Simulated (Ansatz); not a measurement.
# Rh (fcc)

Computed with Ansatz (plane waves, PAW, 420 eV cutoff): LDA, scalar-relativistic, no spin polarisation, 18×18×18 k-mesh, Gaussian smearing of 0.05 eV; PAW files: Ansatz's generated set soft_2.

```
Rh
1.0
     0.00000    1.87699    1.87699
     1.87699    0.00000    1.87699
     1.87699    1.87699    0.00000
Rh
1
Cartesian
  0.0000 0.0000 0.0000
```

Problem. Which orbitals carry the states at the Fermi level, and how many states are there?

Solution. Within 0.1 eV of it: Rh 4d 97 % (shares among the projected shells). The density of states at the Fermi level is about 1.2 states/eV per cell, averaged over 0.3 eV.

Density of states (tetrahedra, averaged over 0.4 eV; states/eV per cell of 1 atom; energy in eV from the Fermi level):

| E (eV) | DOS |
| --- | --- |
| -7.65 | 0.06 |
| -7.25 | 0.08 |
| -6.85 | 0.12 |
| -6.45 | 0.54 |
| -6.05 | 1.31 |
| -5.65 | 1.93 |
| -5.25 | 1.52 |
| -4.85 | 1.09 |
| -4.45 | 1.28 |
| -4.05 | 1.18 |
| -3.65 | 1.32 |
| -3.25 | 1.67 |
| -2.85 | 2.18 |
| -2.45 | 1.28 |
| -2.05 | 1.14 |
| -1.65 | 1.33 |
| -1.25 | 1.42 |
| -0.85 | 1.21 |
| -0.45 | 1.10 |
| -0.05 | 1.19 |
| 0.35 | 1.75 |
| 0.75 | 1.35 |
| 1.15 | 0.35 |
| 1.55 | 0.22 |
| 1.95 | 0.23 |
| 2.35 | 0.23 |
| 2.75 | 0.23 |
| 3.15 | 0.24 |
| 3.55 | 0.24 |
| 3.95 | 0.24 |
| 4.35 | 0.23 |
| 4.75 | 0.23 |
| 5.15 | 0.22 |
| 5.55 | 0.21 |
| 5.95 | 0.20 |

With 17 valence electrons in the calculation's cell and no magnetic order, the bands, two electrons each, can't all be full or empty: band theory demands a metal. (Only strong correlation, outside this picture, could make a Mott insulator of it.) The relaxed cell is 4 % smaller in volume than the cell of this structure in the Crystallography Open Database (13.75 Å³/atom, 1963).
